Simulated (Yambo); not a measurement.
Yambo input for TlAlF4 (space group P4/mmm, No. 123) (a = 3.701 Å, b = 3.701 Å, c = 6.433 Å, α = 90.00°, β = 90.00°, γ = 90.00°), on PBEsol (pw.x of Quantum ESPRESSO, ONCV potentials, no spin-orbit coupling) wavefunctions on a 10×10×6 mesh:

```
optics
chi
dipoles
kernel
FFTGvecs= 40 Ry
Chimod= "HARTREE"
NGsBlkXd= 3 Ry
% QpntsRXd
 1 | 1 |
%
% BndsRnXd
 1 | 69 |
%
GrFnTpXd= "R"
% EnRngeXd
 0.0 | 20.0 | eV
%
% DmRngeXd
 0.2 | 0.2 | eV
%
CGrdSpXd= 50
ETStpsXd= 161
% LongDrXd
 0.0 | 0.0 | 1.0 |
%
```

First lines of the file o-*.eps_q1_inv_rpa_dyson:

```
Absorption @ Q(1):   0.00000000     0.00000000     1.00000000    [q->0 direction]
#
# [ X ] Hartree size     :   55
# [GEN] GF Energies     : Perdew, Burke & Ernzerhof SOL(X)+Perdew, Burke & Ernzerhof SOL(C)
# [GEN] Green`s Function     : Retarded
#
# [GEN] Gauge     : Length
# [GEN] [r,Vnl] included     : yes
#
#    E[1] [eV]     Im(eps)     Re(eps)     Im(eps_o)     Re(eps_o)
#
     0.000000     0.90367E-09     2.393695     -0.30757E-17     2.888060
     0.125000     0.680985E-3     2.393907     0.001186     2.888429
     0.250000     0.001364     2.394544     0.002377     2.889539
     0.375000     0.002051     2.395609     0.003576     2.891393
     0.500000     0.002745     2.397103     0.004789     2.893999
     0.625000     0.003446     2.399032     0.006018     2.897364
     0.750000     0.004159     2.401402     0.007270     2.901503
     0.875000     0.004884     2.404219     0.008549     2.906429
     1.000000     0.005625     2.407494     0.009861     2.912161
     1.125000     0.006384     2.411236     0.011210     2.918722
     1.250000     0.007164     2.415456     0.012604     2.926137
     1.375000     0.007969     2.420170     0.014048     2.934434
     1.500000     0.008800     2.425394     0.015550     2.943647
     1.625000     0.009662     2.431144     0.017118     2.953815
     1.750000     0.010559     2.437441     0.018760     2.964980
     1.875000     0.011495     2.444309     0.020486     2.977192
     2.000000     0.012476     2.451772     0.022308     2.990506
     2.125000     0.013506     2.459861     0.024237     3.004984
     2.250000     0.014592     2.468606     0.026287     3.020697
     2.375000     0.015741     2.478046     0.028475     3.037724
     2.500000     0.016961     2.488221     0.030819     3.056156
     2.625000     0.018261     2.499178     0.033341     3.076095
     2.750000     0.019651     2.510968     0.036065     3.097657
     2.875000     0.021145     2.523653     0.039021     3.120976
     3.000000     0.022758     2.537298     0.042242     3.146203
     3.125000     0.024505     2.551982     0.045771     3.173513
     3.250000     0.026409     2.567794     0.049656     3.203108
     3.375000     0.028494     2.584836     0.053956     3.235222
     3.500000     0.030791     2.603228     0.058745     3.270129
     3.625000     0.033338     2.623108     0.064112     3.308150
     3.750000     0.036183     2.644641     0.070170     3.349667
     3.875000     0.039386     2.668024     0.077062     3.395135
     4.000000     0.043025     2.693492     0.084971     3.445104
```
(The file goes on to the top of the energy range.) Convergence of the RPA response with its 10×10×6 mesh was not tested.

Geometry relaxed with PBE+D3(BJ).
